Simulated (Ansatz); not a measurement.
Relaxed-ion elastic tensor of AlSiCN in space group P3m1 (No. 156; Al on 1b, Si on 1c, C on 1b, N on 1c) in GPa (Voigt order), LDA in the plane-wave PAW code Ansatz; density 3.30 g/cm³, 10.20 Å³ per atom.

|  | 1 | 2 | 3 | 4 | 5 | 6 |
|---|---|---|---|---|---|---|
| 1 | 457 | 127 | 87.9 | -6.2 | 0.0 | 0.0 |
| 2 | 127 | 457 | 87.9 | 6.2 | 0.0 | 0.0 |
| 3 | 87.9 | 87.9 | 445 | 0.0 | 0.0 | 0.0 |
| 4 | -6.2 | 6.2 | 0.0 | 119 | 0.0 | 0.0 |
| 5 | 0.0 | 0.0 | 0.0 | 0.0 | 119 | -6.2 |
| 6 | 0.0 | 0.0 | 0.0 | 0.0 | -6.2 | 165 |

Task: Is the crystal mechanically stable?

Result: Yes: the smallest eigenvalue of C is 118 GPa.

Task: Work out the Voigt, Reuss and Hill averages.

Result: K_V = 218, K_R = 218, K_H = 218; G_V = 151, G_R = 145, G_H = 148 GPa.

Task: Give Young's modulus, Poisson's ratio, Pugh's ratio and the universal anisotropy index.

Result: E = 9KG/(3K + G) = 362 GPa; ν = 0.22; K/G = 1.47 (brittle by the Pugh limit of 1.75); A_U = 5G_V/G_R + K_V/K_R − 6 = 0.19.

Task: Estimate the sound speeds and the Debye temperature.

Result: v_l = √((K + 4G/3)/ρ) = 11200 m/s, v_t = √(G/ρ) = 6700 m/s, mean 7410 m/s; Θ = (h/k)(3n/4πV)^(1/3) v_m = 1020 K.

Task: Solve the Christoffel equation for the three sound speeds along x, y, z.

Result: Eigenvalues of C_ijkl n_j n_l equal ρv² (piezoelectric stiffening left out). In km/s, slowest first: x 5.97, 7.09, 11.76; y 5.99, 7.07, 11.76; z 5.99, 5.99, 11.62.

Task: How much does each axis shrink under pressure?

Result: Linear compressibilities β_i = Σ_j S_ij (j = 1 to 3): x 1.5, y 1.5, z 1.7 per TPa.

The first step of the workflow began from a Materials Project structure, measured or hypothetical; the Crystallography Open Database copy checked does not list it. Whether it is the stable phase at ambient conditions was not checked. The cell was relaxed with LDA under the symmetry of its start; whether a distortion lowers the energy is not shown.

Potentials: the later of the program's two PAW sets.
